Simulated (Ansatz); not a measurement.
# Cr₂N: from a starting cell to a relaxed one

The start is a generated cell, Cr2N built in the AFLOW prototype AB2_tI6_139_a_e (C11_b, as in Si2Mo). The structure is fully relaxed (lattice and positions, P = 0) with PBE (plane waves to 420 eV, PAW, scalar-relativistic; Ansatz, a quantum-chemistry and plane-wave program). The first steps use a coarse 11×11×11 k-mesh.

The start:
```
CELL_PARAMETERS angstrom
     -1.42815     1.42815     3.49545
      1.42815    -1.42815     3.49545
      1.42815     1.42815    -3.49545
ATOMIC_POSITIONS crystal
  N  0.00000 0.00000 0.00000
  Cr 0.33530 0.33530 0.00000
  Cr 0.66470 0.66470 0.00000
```
Spin-polarised start, with parallel moments on Cr.

```json
{
 "initial_pressure": "-3 GPa (negative: the cell is under tension)",
 "largest_initial_force": "about 0.3 eV/Å, on Cr2, Cr3 (atoms numbered as listed)",
 "outcome": "The space group stays I4/mmm (No. 139) (the run could not lower it), with 3 atoms in the primitive cell",
 "energy_released": "0.54 eV/atom",
 "volume_change": "-3.8 %, from 9.51 to 9.15 Å³/atom",
 "Shortest distances (start → end)": "The closest pairs of elements (up to four, under 3.6 Å), start → end: Cr–N 2.32 → 2.13 Å; Cr–Cr 2.30 → 2.37 Å; N–N 2.86 → 2.51 Å",
 "band_gap_at_the_end": "zero (metallic)",
 "moments_at_the_end": "zero (the starting moments vanished)",
 "optimiser_moves": "22"
}
```

Final values are on a 20×20×20 k-mesh of the relaxed cell. No spin polarisation in the result: the starting moments vanished. The relaxed primitive cell holds an odd number of electrons. A magnetic state may lie lower.

The run could not lose the symmetry of its start, so the end can be a saddle point.

The relaxed structure here is a generated cell of Cr2N: the first start was made by placing the elements on the sites of a structure type, and the end was not matched to a known phase here, so it may be hypothetical.
